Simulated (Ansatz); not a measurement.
MoPd (CsCl type) was relaxed and computed twice in Ansatz (plane waves, PAW), once with PBE and once with r²SCAN.

```
                                                         run 1                                                                         run 2
--------------------  ----------------------------------------  ----------------------------------------------------------------------------
cell                  a = b = c = 3.1398 Å, α = β = γ = 90.00°  a = 3.1590 Å, b = 3.1590 Å, c = 3.1590 Å, α = 90.00°, β = 90.00°, γ = 90.00°
ΔH_f (eV/atom)                                            0.54                                                                          0.46
B₀ by P(V) fit (GPa)                                       229                                                                           212
```

Problem. Which run used which functional?

Solution. Run 1 is r²SCAN, run 2 is PBE.

Typed or built starts, not in the databases checked: MoPd, CsCl type. Unstable at this level: MoPd, CsCl type with r²SCAN. All cells were relaxed under the symmetry of their starts (and spin orders); stability against distortions was not tested throughout. Rows with no word on spin ran without spin polarisation. Spin–orbit coupling is left out wherever it is not named.

Potentials: the earlier of the program's two PAW sets.

Ansatz (an electronic-structure program) is a plane-wave DFT program.

Formation energies count from the lowest solids of the elements computed at the same level, not from gases.
